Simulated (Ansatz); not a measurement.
**YbNi2B2C: Yb vacancy**

All numbers are calculated (PBEsol, no spin polarisation, no spin-orbit coupling; Ansatz, PAW set soft_2, 420 eV, k-mesh 4×3×3 shifted by half a step), not measured.

The relaxed host crystal (no gap at this level of theory):

```
CELL_PARAMETERS angstrom
-1.73641 1.73641 5.15822
1.73641 -1.73641 5.15822
1.73641 1.73641 -5.15822
ATOMIC_POSITIONS crystal
B 0.35626 0.35626 0.00000
B 0.64374 0.64374 0.00000
C 0.50000 0.50000 0.00000
Ni 0.75000 0.25000 0.50000
Ni 0.25000 0.75000 0.50000
Yb 0.00000 0.00000 0.00000
```

Supercell of 24 atoms, rows of the matrix [[0,1,0],[2,0,2],[0,-2,-2]] times the cell vectors; Yb vacancy at (0.000, 0.000, 0.000) in fractions of the cell above. Atoms are relaxed at the host's cell. The cell loses 1 of its 4 Yb, so this is a heavily defective crystal.

Distances from the empty Yb site (Å), by shell of the perfect crystal:

```
shell  perfect crystal  relaxed, charge 0
  4 C             2.46               2.47
```

```tsv
charge	gap of the cell on the mesh (eV)
0	0.00
```

Formation energy of the neutral defect: 5.05 eV, taking atoms from and to the elements' standard states (no corrections for gases), so it belongs to those chemical potentials alone.

Caveats: 4f shell without a U, which puts 4f levels too near the Fermi level; a metal with Cr, Mn, Fe, Co or Ni was run without spin, and may be magnetic; small supercell, so energies and levels can be off by tenths of an eV; the atoms kept the symmetry of the start, so a distorted state could lie lower.
